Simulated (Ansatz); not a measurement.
HgPd: a fit and a missing row

HgPd, P4/mmm, a = 3.043 Å, c = 3.775 Å. The structure is a COD entry; whether it is the stable form wasn't checked. Ansatz: r2SCAN, PAW, 500 eV, Γ-centred 14×14×12 mesh on 2 atoms, Gaussian smearing 0.10 eV; no spin polarisation. Shape and atoms are relaxed at each volume; pressure is positive in compression.

| V (Å³/atom) | P (GPa) |
| --- | --- |
| 15.382 | 23.97 |
| 15.906 | 16.06 |
| 16.431 | 9.61 |
| 16.955 | 4.33 |
| 17.479 | 0.02 |
| 18.004 | ? |
| 18.528 | -6.33 |
| 19.227 | -9.26 |

Question: Take V0 = 17.479 Å³/atom, count pressures from its P0 = 0.02 GPa, fit the third-order Birch–Murnaghan form to the other rows, and predict the missing pressure.

Answer: With the Eulerian strain f = ½[(V0/V)^(2/3) − 1] and y = (P − P0)/[3f(1 + 2f)^(5/2)], the form is the line y = B0 + 1.5 B0 (B0′ − 4) f. Rows (f, y): 0.04447, 145.1; 0.03244, 140.8; 0.02104, 137.1; 0.01025, 133.2; -0.01906, 122.4; -0.03078, 117.8. Means f = 0.009727, y = 132.73; Σ(Δf)² = 0.004321, ΣΔfΔy = 1.565; the slope is their ratio. y = 129.2 + 362.2 f GPa, so B0 = 129.2 GPa and B0′ = 4 + 2 × (362.2)/(3 × 129.2) = 5.87. At V = 18.004, f = -0.00977, y = 125.66 and P = -3.49 GPa. The run gave -3.49 GPa, the same to the digits shown.

Spin–orbit coupling is left out, which can shift energies with elements as heavy as these.

Cost: 8 runs of about 9.5 core-minutes in all, on Arm Neoverse V1 (shared hosts).